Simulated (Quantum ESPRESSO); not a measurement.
Band energies of SrHI

```
CELL_PARAMETERS angstrom
      4.29119     0.00000     0.00000
      0.00000     4.29119     0.00000
      0.00000     0.00000     8.19040
ATOMIC_POSITIONS crystal
  H  0.50000 0.50000 0.00000
  H  0.00000 0.00000 0.00000
  Sr 0.00000 0.50000 0.15602
  Sr 0.50000 0.00000 0.84398
  I  0.00000 0.50000 0.66477
  I  0.50000 0.00000 0.33523
```

PBEsol (Quantum ESPRESSO, PseudoDojo norm-conserving, 72 Ry, with spin-orbit coupling); path ΓXMΓZRAZ,XR,MA; energies in eV from the valence-band maximum.

```csv
k (1/Å),point,band 36,band 37,band 38,band 39,band 40,band 41,band 42,band 43
0.00,Γ,-0.67,3.14,3.14,3.25,3.25,4.37,4.37,4.43
0.24,,-0.56,3.19,3.19,3.51,3.51,3.99,3.99,4.11
0.49,,-0.48,3.25,3.25,3.77,3.77,3.93,3.93,4.01
0.73,X,-0.56,3.58,3.58,3.58,3.58,4.27,4.27,4.27
0.92,,-0.72,3.60,3.60,3.61,3.61,4.46,4.46,4.50
1.10,,-1.09,3.47,3.47,3.48,3.48,5.01,5.01,5.08
1.46,M,-1.62,2.80,2.80,2.80,2.80,6.20,6.20,6.20
1.64,,-1.44,2.98,2.98,3.06,3.06,5.70,5.70,5.82
1.98,,-0.72,3.60,3.60,3.78,3.78,4.04,4.04,4.86
2.15,,-0.53,3.39,3.39,3.79,3.79,4.03,4.03,4.31
2.33,,-0.59,3.26,3.26,3.39,3.39,4.07,4.07,4.22
2.50,Γ,-0.67,3.14,3.14,3.25,3.25,4.37,4.37,4.43
2.69,,-0.42,3.00,3.00,3.51,3.51,4.30,4.30,4.37
2.88,Z,0.00,2.89,2.89,3.67,3.67,4.25,4.25,4.37
3.25,,-0.41,3.75,3.75,3.79,3.79,4.09,4.09,4.66
3.43,,-0.81,3.94,3.94,4.22,4.22,4.39,4.39,4.49
3.62,R,-1.16,4.16,4.16,4.16,4.16,4.62,4.62,4.62
3.80,,-1.19,4.24,4.24,4.25,4.25,4.52,4.52,4.61
3.98,,-1.30,4.08,4.08,4.11,4.11,4.78,4.78,4.84
4.35,A,-1.53,4.12,4.12,4.12,4.12,4.55,4.55,4.55
4.50,,-1.45,3.96,3.96,4.22,4.22,4.59,4.59,4.66
4.64,,-1.25,3.77,3.77,4.45,4.45,4.73,4.73,4.86
4.94,,-0.61,3.79,3.79,4.30,4.30,4.60,4.60,4.75
5.09,,-0.29,3.64,3.64,3.88,3.88,4.37,4.37,4.45
5.38,Z,0.00,2.89,2.89,3.67,3.67,4.25,4.25,4.37
5.38,X,-0.56,3.58,3.58,3.58,3.58,4.27,4.27,4.27
5.77,R,-1.16,4.16,4.16,4.16,4.16,4.62,4.62,4.62
5.77,M,-1.62,2.80,2.80,2.80,2.80,6.20,6.20,6.20
6.15,A,-1.53,4.12,4.12,4.12,4.12,4.55,4.55,4.55
```

The PBEsol gap is indirect, 2.80 eV, from Z to M; the smallest direct gap is 2.89 eV.

Geometry relaxed with PBE+D3(BJ).
